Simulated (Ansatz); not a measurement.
LiF:
```cif
data_F4Li4
_chemical_formula_sum 'Li4 F4'
_space_group_name_H-M_alt 'Fm-3m'
_space_group_IT_number 225
_space_group_name_Hall '-F 4 2 3'
_cell_length_a 3.90753
_cell_length_b 3.90753
_cell_length_c 3.90753
_cell_angle_alpha 90.000
_cell_angle_beta 90.000
_cell_angle_gamma 90.000
loop_
_atom_site_label
_atom_site_type_symbol
_atom_site_symmetry_multiplicity
_atom_site_Wyckoff_symbol
_atom_site_fract_x
_atom_site_fract_y
_atom_site_fract_z
_atom_site_occupancy
Li1 Li 4 a 0.00000 0.00000 0.00000 1
F1 F 4 b 0.50000 0.50000 0.50000 1
```
(The calculation used a cell of 2 atoms; values per cell refer to that cell.)

Relaxed with LDA.

Q: Decompose the optical modes at the zone centre into irreducible representations, and say which are infrared and Raman allowed.

A: Point group m-3m: Γ_opt = T1u. Infrared: T1u. Raman: none.

Q: Assign frequencies (DFPT, DFT-LDA in the program Ansatz with PAW potentials; without the LO–TO term).

A: T1u 339 cm⁻¹.

The cell was relaxed with LDA under the symmetry of its start.

Potentials: the earlier of the program's two PAW sets. The files were generated under PBE; for other functionals the program regenerates the frozen cores, and for LDA and PBEsol the local potential too.
